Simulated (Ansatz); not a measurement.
InP:
Space group P4₂/mnm (No. 136); a = b = 7.1744 Å, c = 4.1630 Å, α = β = γ = 90.00°

| atom | site | symmetry | x | y | z |
|---|---|---|---|---|---|
| In | 4g | m.2m | 0.1782 | 0.1782 | 0.5000 |
| P | 4f | m.2m | 0.3193 | 0.3193 | 0.0000 |

Relaxed with PBEsol.

Question: Decompose the optical modes at the zone centre into irreducible representations, and say which are infrared and Raman allowed.

Answer: Point group 4/mmm: Γ_opt = 2A1g + 2A2g + A2u + 2B1g + 2B1u + 2B2g + 2Eg + 3Eu. Infrared: A2u, Eu. Raman: A1g, B1g, B2g, Eg.

Question: Assign frequencies (DFPT, plane-wave PAW PBEsol (Ansatz code); without the LO–TO term).

Answer: B1g 19, Eg 47, B1u 67, A2g 74, A1g 98, Eu 139, B2g 176, B1g 234, Eu 265, A2g 289, Eg 310, Eu 316, A2u 318, B1u 322, B2g 341, A1g 342 cm⁻¹.

Subscripts of B labels follow the axes of the standard setting.

Space group P4_2/mnm. The start of the workflow was typed in or built on a structure type; neither database checked (COD, Materials Project) lists it. It is not the phase usual at ambient conditions (space group No. 216). Symmetry was held in the PBEsol relaxation; of distortions, only those at the zone centre were tested. The volume moved by 20 % from the start of the relaxation.

Potentials: the later of the program's two PAW sets.
